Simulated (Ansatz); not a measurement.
Mechanical response of HfC (Fm-3m)

```yaml
crystal:
  lattice:
    - [0.00000, 2.28643, 2.28643]
    - [2.28643, 0.00000, 2.28643]
    - [2.28643, 2.28643, 0.00000]
  atoms:
    - { symbol: Hf, position: [0.50000, 0.50000, 0.50000] }
    - { symbol: C, position: [0.00000, 0.00000, 0.00000] }
```

Unless marked otherwise, the numbers come from LDA, all-electron LAPW in Ansatz 0.2.0, scalar-relativistic. k mesh 18×18×18, strains of ±0.008, Fermi-Dirac smearing of 0.080 eV, basis error target 1 meV/atom. The cell was relaxed by PAW under this functional, which moved its volume by -5 % from the database entry's.

The cell is cubic and carries a residual pressure of 0.09 GPa at this level. Each strain component that symmetry leaves independent is applied at ±0.008, the ions relax wherever a strain frees them, and the stress (tension positive, GPa) is read. Shears are engineering strains, γ = 2ε.

| strain | size | σxx | σyy | σzz | σyz | σxz | σxy |
| --- | --- | --- | --- | --- | --- | --- | --- |
| xx | -0.008 | -4.8409 | -0.9730 | -0.9730 | 0.0000 | 0.0000 | 0.0000 |
| xx | +0.008 | 4.2748 | 0.7552 | 0.7552 | 0.0000 | 0.0000 | 0.0000 |
| yz | -0.008 | -0.0927 | -0.1013 | -0.1013 | -1.4214 | 0.0000 | 0.0000 |
| yz | +0.008 | -0.0927 | -0.1013 | -0.1013 | 1.4214 | 0.0000 | 0.0000 |

A central difference gives one constant, for example C11 ≈ (4.2748 − (-4.8409))/(0.016) = 569.7 GPa; the program then imposes the crystal's symmetry on the whole matrix.

(1) What are the independent elastic constants?

(2) Do they meet the Born conditions?

(3) What moduli does a random aggregate of grains have?

(4) With the density of 13.233 g/cm³, how fast does sound travel, and what Debye temperature follows?

(5) How far do the constants move if PAW replaces LAPW in the same cell?

## Answers

(1) C11 = 569.7, C12 = 108.0, C44 = 177.7 GPa.

(2) C11 − C12 = 461.7, C11 + 2C12 = 785.8 and C44 = 177.7 GPa must all be positive, so the crystal is elastically stable; that says nothing yet of its phonons.

(3) B = (C11 + 2C12)/3 = 261.9 GPa. G_V = (C11 − C12 + 3C44)/5 = 199.0 and G_R = 5(C11 − C12)C44/(4C44 + 3(C11 − C12)) = 195.7, so G_H = 197.3 GPa. Then E = 9BG/(3B + G) = 473.2 GPa, ν = (3B − 2G)/(6B + 2G) = 0.199 and B/G = 1.33, on the brittle side of Pugh's 1.75 (a rule of thumb).

(4) 

```json
{"direction": "[100]", "slow (m/s)": "3664", "middle (m/s)": "3664", "fast (m/s)": "6562"}
{"direction": "[110]", "slow (m/s)": "3664", "middle (m/s)": "4177", "fast (m/s)": "6248"}
{"direction": "[111]", "slow (m/s)": "4013", "middle (m/s)": "4013", "fast (m/s)": "6140"}
```

The mean of v⁻³ over directions and branches gives v_m = 4256 m/s and θ_D = (ħ/k_B) v_m (6π²n)^(1/3) = 554 K, n being atoms per volume. Young's modulus spans 435 to 535 GPa over directions, and the universal anisotropy index is 0.08.

(5) 

| constant | LAPW (GPa) | PAW (GPa) | difference |
| --- | --- | --- | --- |
| C11 | 569.7 | 569.0 | -0.7 |
| C12 | 108.0 | 107.7 | -0.3 |
| C44 | 177.7 | 177.6 | -0.1 |

Known limits: responses of metals move with mesh and smearing; no spin-orbit coupling on heavy atoms; the frozen-core PAW files of the compared runs were fitted under PBE, their cores solved anew for this functional.
